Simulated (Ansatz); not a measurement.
C:
```xyz
18
Lattice="2.5108 0.0000 0.0000 -1.2554 2.1744 0.0000 0.0000 0.0000 18.6166" Properties=species:S:1:pos:R:3 pbc="T T T"
C      0.0000     0.0000    12.6788
C      0.0000     0.0000    14.2190
C      0.0000     1.4496    14.7337
C      0.0000     1.4496    16.2738
C      1.2554     0.7248    16.7922
C      1.2554     0.7248    18.3557
C      0.0000     1.4496     0.2609
C      0.0000     1.4496     1.8244
C      1.2554     0.7248     2.3427
C      1.2554     0.7248     3.8829
C      0.0000     0.0000     4.3975
C      0.0000     0.0000     5.9378
C      0.0000     1.4496     6.4556
C      0.0000     1.4496     8.0208
C      0.0000     0.0000     8.5387
C      0.0000     0.0000    10.0779
C      1.2554     0.7248    10.5958
C      1.2554     0.7248    12.1610
```

Relaxed with r²SCAN. Special points in fractions of this cell's reciprocal vectors: Γ (0.000, 0.000, 0.000); M (0.500, 0.000, 0.000); K (0.333, 0.333, 0.000); A (0.000, 0.000, 0.500); L (0.500, 0.000, 0.500); H (0.333, 0.333, 0.500).

Problem. List the band energies nearest the valence-band maximum at these points for the program Ansatz at the r²SCAN level (PAW).

Solution. In eV from the valence-band maximum; about four levels below and three above (degenerate sets whole), none deeper than 8.9 eV; points with the same levels are listed once.

| k | below | above |
|---|---|---|
| Γ | -0.53 -0.53 -0.21 0.00 0.00 | 5.60 5.60 5.78 |
| M | -4.32 -3.78 -3.31 -3.31 | 4.86 5.15 5.17 |
| K | -5.74 -5.74 -4.93 -4.93 -4.77 | 5.23 5.87 5.87 |
| A | -0.17 -0.17 -0.15 -0.15 | 5.76 5.76 5.82 5.82 |
| L | -4.02 -3.76 -3.73 -3.14 | 4.92 4.95 5.52 |
| H | -5.54 -5.54 -5.01 -5.01 -4.82 | 5.25 5.95 5.95 |

Space group P-3m1. The start of the workflow was typed in or built on a structure type; the Crystallography Open Database copy checked does not list it. It is not the phase usual at ambient conditions (space group No. 194, 227). Symmetry was held in the r²SCAN relaxation; whether a distortion lowers the energy is not shown.

Potentials: the later of the program's two PAW sets.
